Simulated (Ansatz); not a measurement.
Data:

BN:
```
CELL_PARAMETERS angstrom
      2.49821     0.00000     0.00000
     -1.24910     2.16351     0.00000
      0.00000     0.00000    13.74279
ATOMIC_POSITIONS crystal
  B  0.33333 0.66667 0.12020
  B  0.66667 0.33333 0.62020
  B  0.66667 0.33333 0.87980
  B  0.33333 0.66667 0.37980
  N  0.33333 0.66667 0.62026
  N  0.66667 0.33333 0.12026
  N  0.66667 0.33333 0.37974
  N  0.33333 0.66667 0.87974
```

This is the r²SCAN+D4-relaxed structure.

Problem. All from DFT-r²SCAN+D4 in the program Ansatz with PAW potentials, unless another level is named. Predict the formation energy from the elements (no fitted shifts).

Solution. -1.38 eV/atom.

Problem. And the valence-band maximum?

Solution. on the K–Γ line, 5 % of the way from K.

Problem. Predict the conduction-band minimum.

Solution. at M (3 equivalent valleys).

Space group P6_3/mmc. The cell is a constructed one: a structure type filled with these elements. Its sites differ from those of the usual phase in this space group: another stacking or structure type. Symmetry was held in the r²SCAN+D4 relaxation; phonons on a q-mesh show weakly imaginary modes. The volume moved by 56 % from the start of the relaxation. The references are the lowest solids computed at this level, not always the standard phases (solids in place of the gases).

Potentials: the later of the program's two PAW sets.
